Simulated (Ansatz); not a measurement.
LiTaO$_{3}$ (LiNbO3 type, space group R3c)

```
CELL_PARAMETERS angstrom
      2.56994     1.48376     4.59035
     -2.56994     1.48376     4.59035
      0.00000    -2.96752     4.59035
ATOMIC_POSITIONS crystal
  Li 0.70525 0.70525 0.70525
  Li 0.20525 0.20525 0.20525
  Ta 0.98836 0.98836 0.98836
  Ta 0.48836 0.48836 0.48836
  O  0.62303 0.87045 0.26262
  O  0.87045 0.26262 0.62303
  O  0.26262 0.62303 0.87045
  O  0.76262 0.37045 0.12303
  O  0.37045 0.12303 0.76262
  O  0.12303 0.76262 0.37045
```

The volume is varied about the relaxed value V₀ at fixed cell shape. The atoms relax within the cell's symmetry.

All values below come from PBEsol (plane waves to 420 eV, PAW, scalar-relativistic; Ansatz, a quantum-chemistry and plane-wave program). k mesh 8×8×8 (Γ-centred), Fermi-Dirac smearing 0.05 eV. The energy includes the smearing's −TS. Compression counts positive. With the shape held, the modulus is that of even scaling; a crystal free to change shape is softer. LiTaO3 is run without spin polarisation. LiTaO3 was relaxed with its symmetry unable to fall. Spin-orbit coupling is left out, though Ta is heavy. The zero of ΔE is the relaxed starting cell.

| V (Å³/atom) | ΔE (meV/atom) |
|---|---|
| 9.452 | 50.7 |
| 9.662 | 31.4 |
| 9.872 | withheld |
| 10.082 | 7.3 |
| 10.292 | 1.8 |
| 10.502 | 0.0 |
| 10.712 | 1.6 |
| 10.922 | 6.3 |
| 11.132 | 13.5 |
| 11.342 | 22.7 |
| 11.553 | 33.7 |

Fit a third-order Birch-Murnaghan form (E₀, V₀, B₀, B₀′ free) to the given rows and predict ΔE at V = 9.872.

Least squares on the 10 given rows: ΔE = E₀ + (9V₀B₀/16)·y²·[2 + (B₀′ − 4)y], y = (V₀/V)^(2/3) − 1, with V₀ = 10.501 Å³/atom, B₀ = 124.8 GPa (160.2 GPa = 1 eV/Å³; the term in eV is multiplied by 1000), B₀′ = 5.20, E₀ = 0.17 meV/atom; root-mean-square residual 0.16 meV/atom. At 9.872 the fit gives 16.8 meV/atom; the calculation gives 17.0 meV/atom, so the interpolation is off by -0.2 (-1.2 %). For the pressure the fit gives 9.1 GPa against the computed 9.1 GPa.

(Under strain, the slope of the energy per volume gives the stress and its curvature an elastic modulus.)
